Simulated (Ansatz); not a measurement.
Relaxed WC (WC type, space group P-6m2):

```
CELL_PARAMETERS angstrom
      2.92185     0.00000     0.00000
     -1.46093     2.53040     0.00000
      0.00000     0.00000     2.84710
ATOMIC_POSITIONS crystal
  W  0.00000 0.00000 0.00000
  C  0.66667 0.33333 0.50000
```

Level of theory: PBE (plane waves to 420 eV, PAW, scalar-relativistic; Ansatz, a program for electronic structure). k mesh 15×15×13 (Γ-centred), Fermi-Dirac smearing 0.05 eV. With partly filled bands, energies and forces of such displacements shift with the k mesh and the smearing. Spin-orbit coupling is left out, though W is heavy. WC is run without spin polarisation. WC was relaxed with its symmetry unable to fall.

One atom of the cell was then moved (with its periodic images), all else fixed, and the forces (eV/Å) came out as:

| atom | Fx | Fy | Fz |
|---|---|---|---|
| W1 | -2.686 | -0.330 | 0.000 |
| C2 | 2.686 | 0.330 | 0.000 |

With two atoms only their relative shift counts; take W1 as fixed.

Task: Which atom was moved, and by which vector (Å)?

Result: C2, by (-0.18, 0.00, 0.00), 0.18 Å in all.

(A displaced cell: forces are minus the slopes of the energy, force constants its curvatures, and phonons follow from these.)
